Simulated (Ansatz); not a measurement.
## A plane-wave run on HgH2Br4

The input, for Ansatz 0.2.0 (plane waves, PAW):

```yaml
crystal:
  lattice:
    - [0.0, 5.603622, 0.0]
    - [5.603622, 0.0, 0.0]
    - [2.801811, 2.801811, -5.603179]
  atoms:
    - { symbol: Hg, position: [0.0, 0.0, 0.0] }
    - { symbol: H, position: [0.5, 0.5, 0.0] }
    - { symbol: Br, position: [0.37, 0.39, 0.74] }
    - { symbol: Br, position: [0.61, 0.11, 0.26] }
    - { symbol: Br, position: [0.89, 0.87, 0.74] }
    - { symbol: Br, position: [0.13, 0.63, 0.26] }
    - { symbol: H, position: [0.75, 0.25, 0.5] }
  symmetry: { tolerance: 0.0003 }
kpoints:
  mp_grid: { grid: [5, 5, 5], shift: [0, 0, 0] }
  band_path:
    path:
      - [0.0, 0.0, 0.0]
      - [0.5, -0.5, 0.0]
      - [0.5, -0.5, 0.25]
      - [0.0, -0.5, 0.0]
      - [0.0, 0.0, 0.0]
      - [0.0, 0.0, 0.5]
      - [0.0, -0.37498023, 0.31250988]
      - [0.0, -0.62501977, -0.31250988]
      - [0.0, 0.0, 0.0]
      - [0.5, -0.5, 0.0]
      - [0.37498023, -0.62501977, -0.12501977]
    npoints: 7
magnetization:
  spin_polarized: false
scf:
  occupations: { method: fermi_dirac }
  lower_state_search: "off"
  max_iter: 200
hamiltonian:
  pseudopotentials: { kind: paw }
  xc: lda
basis:
  ecutwfc: 420
  fft_grid_basis: typed
output:
  forces: true
  stress: true
  eigenvalues: true
  bader: true
  populations: true
  elf: true
  write_potential: true
  volumetric_format: npy
  dos:
    e_range: [-12, 8]
    de: 0.05
    projected: { site_lists: { Br: [Br], H: [H], Hg: [Hg] } }
  write_density: true
checkpoint:
  read: saved_state
```

Launched with:

```sh
ansatz run input.yaml --threads 1 --pin off --max-ram 2560MiB --backend cpu --events-out ev --progress --plain --runs-dir out
```

The run starts from an earlier solution of this cell. 

Excerpt of what it printed:

```
Pseudopotentials: kind: paw
Pseudopotential: Hg, paw, valence charge 20, recommended cutoff 420 eV (normal), Hg.paw.azcp
Pseudopotential: H, paw, valence charge 1, recommended cutoff 420 eV (normal), H.paw.azcp
Pseudopotential: Br, paw, valence charge 7, recommended cutoff 420 eV (normal), Br.paw.azcp
Functional definition: SPW92
  exchange = slater_x
  correlation = pw_c
Crystal: 7 atoms, lattice volume = 175.943 Å³
Basis set: ecut = 420 eV, 3467 PW (Γ)
Bands: 32, of which v1, the nominal top of the filled ones, is band 25 counted from 1 (24 counted from 0)
Symmetry: 4 space group operations
Space group: I-4 (ITA 82), of the structure as read, at distance tolerance 1.7e-3 Å
k-points: 21 of 125 (time reversal used)
Initial density: read from a saved state, or passed on in memory by an earlier SCF of this step, an earlier step, the calling program or the single point that the run made first
Functional: x = slater, c = lda
SCF iter   1: F=—  Δρ=4.39e-4  dr2=3.86e-4
SCF iter   2: F=—  Δρ=2.17e-4  dr2=6.18e-5
SCF iter   3: F=—  Δρ=5.62e-5  dr2=5.64e-6
SCF iter   4: F=—  Δρ=1.42e-5  dr2=3.95e-7
SCF iter   5: F=-24327.4333 eV  Δρ=5.28e-6  dr2=2.83e-8
Free energy (F): -24327.4333 eV
Harris-Foulkes:  -24327.4333 eV  (|F-HF|=1.63e-8)
Internal energy: -24327.4320 eV  (E = F + TS)
E sigma→0 (E₀):  -24327.4327 eV
Entropy (-TS):   -0.0013 eV (-0.190 meV/atom)
Fermi energy:    2.9480 eV
--- Per-component energies (eV) ---
  E_band       = -697.7170
  E_kinetic    = 1153.3051
  E_local      = -5431.1837  (includes V_loc(G=0)·N_el)
  E_nonlocal   = 369.6362
  E_hartree    = 2200.5484
  E_xc         = -1273.8272
  E_vxc        = -694.7551  (∫ρ·V_xc dr)
  E_paw        = -18298.8150  (= ΣΔE_a)
  E_vpaw       = -495.8219  (= ΣTr[D̂ρ^β])
  E_aug_tail   = -0.0004  (compensation charges beyond the density's cutoff)
  E_ewald      = -3048.4975
  E_core_change = 1.4021  (= ΣΔE_core)
  E_smearing   = -0.0013  (= −TS)
--- Stress (GPa, compression-positive) ---
       -1.3615       0.0000       0.0000
        0.0000      -1.3615       0.0000
        0.0000       0.0000      -0.7397
  P = ⅓ Tr σ = -1.1542 GPa (-11.542 kbar)
--- Löwdin populations: 7 sites ---
  site symbol       q [e]
     0     Hg     18.8131
     1      H      0.8383
     2     Br      7.2962
     3     Br      7.2962
     4     Br      7.2962
     5     Br      7.2962
     6      H      0.8400
  spilling = 0.0065 (of n_electrons = 50.0000)
--- Bader charges: 7 sites ---
  site symbol  charge [e]  shift [e]
     0     Hg      0.5448     0.0068
     1      H      0.2644     0.0000
     2     Br     -0.2681     0.0017
     3     Br     -0.2681     0.0017
     4     Br     -0.2681     0.0017
     5     Br     -0.2681     0.0017
     6      H      0.2631     0.0000
```

Origin: a known structure type with other elements, at an estimated volume, so it need not be a known compound. Caveats: atoms or cell far from equilibrium.
